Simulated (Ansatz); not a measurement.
Be:
```cif
data_Be2
_chemical_formula_sum 'Be2'
_space_group_name_H-M_alt 'P63/mmc'
_space_group_IT_number 194
_space_group_name_Hall '-P 6c 2c'
_cell_length_a 2.26248
_cell_length_b 2.26248
_cell_length_c 3.56643
_cell_angle_alpha 90.000
_cell_angle_beta 90.000
_cell_angle_gamma 120.000
loop_
_atom_site_label
_atom_site_type_symbol
_atom_site_symmetry_multiplicity
_atom_site_Wyckoff_symbol
_atom_site_fract_x
_atom_site_fract_y
_atom_site_fract_z
_atom_site_occupancy
Be1 Be 2 d 0.66667 0.33333 0.25000 1
```

Relaxed at zero pressure with the program Ansatz at the PBE level (PAW).

Problem. The volume is raised by 3 % and shape and atoms relax at that volume. What pressure results, and how do the axes share the change?

Solution. -3.5 GPa; a 1.0 %, b 1.0 %, c 0.9 %; the energy rises by 3 meV/atom.

Problem. Give the new structure.

Solution. 
Space group P6₃/mmc (No. 194); a = b = 2.2859 Å, c = 3.5985 Å, α = β = 90.00°, γ = 120.00°

```json
[
 {"atom": "Be", "site": "2d", "symmetry": "-6m2", "x": "0.6667", "y": "0.3333", "z": "0.2500"}
]
```

The phase is kept; no other phase was compared at this pressure.

Space group P6_3/mmc (hcp (Mg type)). Symmetry was held in the PBE relaxation. Axis ratios of metals converge slowly with the k-mesh, so a and c are less sure than the volume.

Potentials: the earlier of the program's two PAW sets.
